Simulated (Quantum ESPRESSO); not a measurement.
```cif
data_Bi4O16V4
_chemical_formula_sum 'O16 V4 Bi4'
_space_group_name_H-M_alt 'C2/c'
_space_group_IT_number 15
_space_group_name_Hall '-C 2yc'
_cell_length_a 7.33790
_cell_length_b 11.74773
_cell_length_c 5.17745
_cell_angle_alpha 90.000
_cell_angle_beta 134.877
_cell_angle_gamma 90.000
loop_
_space_group_symop_operation_xyz
  'x, y, z'
  '-x, -y, -z'
  '-x, y, -z+1/2'
  'x, -y, z+1/2'
  'x+1/2, y+1/2, z'
  '-x+1/2, -y+1/2, -z'
  '-x+1/2, y+1/2, -z+1/2'
  'x+1/2, -y+1/2, z+1/2'
loop_
_atom_site_label
_atom_site_type_symbol
_atom_site_symmetry_multiplicity
_atom_site_Wyckoff_symbol
_atom_site_fract_x
_atom_site_fract_y
_atom_site_fract_z
_atom_site_occupancy
O1 O 8 f 0.24856 0.04773 0.13774 1
O2 O 8 f 0.14395 0.20558 0.64059 1
V1 V 4 e 0.00000 0.12727 0.75000 1
Bi1 Bi 4 e 0.00000 0.37312 0.25000 1
```
(The calculation used a cell of 12 atoms; values per cell refer to that cell.)

The geometry is that of Materials Project entry mp-23506, symmetrised and not relaxed again.

Question: What does PBEsol (pw.x of Quantum ESPRESSO, ONCV potentials, no spin-orbit coupling) give for the electronic structure near the Fermi level?

Answer: The PBEsol gap is 2.03 eV; at least one edge lies off the plotted path, at a point of the SCF mesh. The smallest direct gap is 2.04 eV. Another valence and conduction extremum on the path lies within 0.02 eV, too close to call. Spin-orbit coupling is left out; with 6p states at a band edge it can lower the gap by many tenths of an eV, most of a small gap. The 3d shell has no Hubbard U; the runs are without spin polarisation, and magnetic order was not tried.
